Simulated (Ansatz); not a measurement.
TiO$_{2}$:
```
TiO2
1.0
    5.13561     0.00000     0.00000
    0.00000     9.19065     0.00000
    0.00000     0.00000     5.45448
Ti O
8 16
Direct
  0.13823   0.37103   0.40566
  0.86177   0.62897   0.59434
  0.36177   0.62897   0.90566
  0.63823   0.37103   0.09434
  0.63823   0.12897   0.59434
  0.36177   0.87103   0.40566
  0.86177   0.87103   0.09434
  0.13823   0.12897   0.90566
  0.46463   0.26975   0.38991
  0.53537   0.73025   0.61009
  0.03537   0.73025   0.88991
  0.96463   0.26975   0.11009
  0.96463   0.23025   0.61009
  0.03537   0.76975   0.38991
  0.53537   0.76975   0.11009
  0.46463   0.23025   0.88991
  0.81720   0.01019   0.85089
  0.18280   0.98981   0.14911
  0.68280   0.98981   0.35089
  0.31720   0.01019   0.64911
  0.31720   0.48981   0.14911
  0.68280   0.51019   0.85089
  0.18280   0.51019   0.64911
  0.81720   0.48981   0.35089
```

Relaxed with r²SCAN. Special points in fractions of this cell's reciprocal vectors: Γ (0.000, 0.000, 0.000); X (0.500, 0.000, 0.000); S (0.500, 0.500, 0.000); Y (0.000, 0.500, 0.000); Z (0.000, 0.000, 0.500); U (0.500, 0.000, 0.500); R (0.500, 0.500, 0.500); T (0.000, 0.500, 0.500).

Q: List the band energies nearest the valence-band maximum at these points for the program Ansatz at the r²SCAN level (PAW).

A: In eV from the valence-band maximum; about four levels below and three above (degenerate sets whole), none deeper than 8.9 eV; points with the same levels are listed once.

```json
[
 {"k": "Γ", "below": "-0.49 -0.23 -0.17 0.00", "above": "2.74 3.12 3.27 3.27"},
 {"k": "X", "below": "-0.62 -0.62 -0.18 -0.18", "above": "3.04 3.04 3.27 3.27"},
 {"k": "S", "below": "-0.29 -0.29 -0.29 -0.29", "above": "3.13 3.13 3.13 3.13"},
 {"k": "Y", "below": "-0.28 -0.28 -0.19 -0.19", "above": "2.90 2.90 3.21 3.21"},
 {"k": "Z", "below": "-0.66 -0.66 -0.60 -0.60", "above": "3.19 3.19 3.37 3.37"},
 {"k": "U", "below": "-0.68 -0.68 -0.68 -0.68", "above": "3.32 3.32 3.32 3.32"},
 {"k": "R", "below": "-0.53 -0.53 -0.53 -0.53", "above": "3.38 3.38 3.38 3.38"},
 {"k": "T", "below": "-0.52 -0.52 -0.52 -0.52", "above": "3.30 3.30 3.30 3.30"}
]
```

Space group Pbca. Symmetry was held in the r²SCAN relaxation. No spin polarisation was allowed.

Potentials: the earlier of the program's two PAW sets. The files were generated under PBE; for other functionals the program regenerates the frozen cores, and for LDA and PBEsol the local potential too.
